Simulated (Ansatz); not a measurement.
SrCl₂:
```xyz
3
Lattice="0.0000 3.4540 3.4540 3.4540 0.0000 3.4540 3.4540 3.4540 0.0000" Properties=species:S:1:pos:R:3 pbc="T T T"
Sr     0.0000     0.0000     0.0000
Cl     1.7270     1.7270     1.7270
Cl     5.1810     5.1810     5.1810
```

Relaxed with PBEsol.

Task: Give the optical modes at the zone centre with their infrared activity from DFPT, PBEsol (plane waves, PAW; program Ansatz).

Result: Transverse frequencies, without the LO–TO term; a row sums one degenerate level.

```json
[
 {"ω (cm⁻¹)": "141", "degeneracy": "3", "IR ((D/Å)²/amu)": "10.98", "activity": "IR", "symmetry": "T1u"},
 {"ω (cm⁻¹)": "180", "degeneracy": "3", "IR ((D/Å)²/amu)": "0.00", "activity": "IR-inactive", "symmetry": "T2g"}
]
```

Task: How high does the top mode go among those that the LO–TO term moves?

Result: 226 cm⁻¹ for q along x.

Space group Fm-3m (fluorite). The cell was relaxed with PBEsol under the symmetry of its start; of distortions, only those at the zone centre were tested.

Potentials: the later of the program's two PAW sets.
